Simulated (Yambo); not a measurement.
BSE-type run in Yambo on KOH (space group Cmc2_1, No. 36), at zero momentum.

Quantum ESPRESSO step (LDA, PseudoDojo standard norm-conserving files, scalar-relativistic):
```
&CONTROL
  calculation = 'nscf'
  pseudo_dir = './pseudo'
  outdir = './out'
/
&SYSTEM
  ibrav = 0
  nat = 6
  ntyp = 3
  ecutwfc = 84.0
  ecutrho = 336.0
  occupations = 'fixed'
  force_symmorphic = .true.
  nbnd = 49
/
&ELECTRONS
  conv_thr = 6.000000000000001e-09
  diago_full_acc = .true.
  diago_thr_init = 1e-08
/
ATOMIC_SPECIES
H 1.0080 H.upf
O 15.9990 O.upf
K 39.0983 K.upf
CELL_PARAMETERS angstrom
  1.959035000000  -5.181295000000   0.000000000000
  1.959035000000   5.181295000000   0.000000000000
  0.000000000000   0.000000000000   3.972960000000
ATOMIC_POSITIONS crystal
H   0.031900000000   0.968100000000   0.096340000000
H   0.968100000000   0.031900000000   0.596340000000
O   0.102790000000   0.897210000000   0.258810000000
O   0.897210000000   0.102790000000   0.758810000000
K   0.360910000000   0.639090000000   0.239440000000
K   0.639090000000   0.360910000000   0.739440000000
K_POINTS automatic
6 6 6 0 0 0
```

Yambo input:
```
rim_cut
optics
bse
bss
dipoles
em1s
RandQpts= 1000000
RandGvec= 1 Ry
FFTGvecs= 40 Ry
Chimod= "HARTREE"
BSKmod= "SEX"
BSEmod= "resonant"
BSSmod= "hs"
BSENGexx= 15 Ry
BSENGBlk= 5 Ry
% KfnQP_E
 2.786 | 1.0 | 1.0 |
%
% BSEQptR
 1 | 1 |
%
% BSEBands
 11 | 22 |
%
% BEnRange
 0.0 | 12.7 | eV
%
% BDmRange
 0.15 | 0.15 | eV
%
BEnSteps= 254
% BLongDir
 1.0 | 0.0 | 0.0 |
%
BSHayTrs= -0.02
BSSNEig= 24
WRbsWF
% BndsRnXs
 1 | 45 |
%
NGsBlkXs= 5 Ry
% LongDrXs
 1.0 | 1.0 | 1.0 |
%
```

From the report:

The dimension is k points × valence × conduction bands = 216 × 6 × 6 = 7776.
```
   [SLEPC] Approach                          : Krylov-Schur
   [SLEPC] Number of requested eigenvalues   :  24
   [SLEPC] Number of eigenvalues        [NEV]:  24
    [K] Dimension                                    :   7776
    [K] Bands                                        :  11  22
    [K] Exchange res                                 : yes
    [K] Correlation res                              : yes
    [K] W interaction is bare                        : no
    [K] RL vectors exchange                          :   545
    [K] RL vectors correlation                       :  113
    [W] Matrix size                                  :  113
    [W] Bands                                        :    1   45
    [W] Coulomb Cutoff                               : none
    [W] Hxc Kernel                                   : HARTREE
```

Geometry of the Materials Project entry, not relaxed at this level.

The structure is a Materials Project entry; no match was found in the copy of COD used, and its stability was not checked.
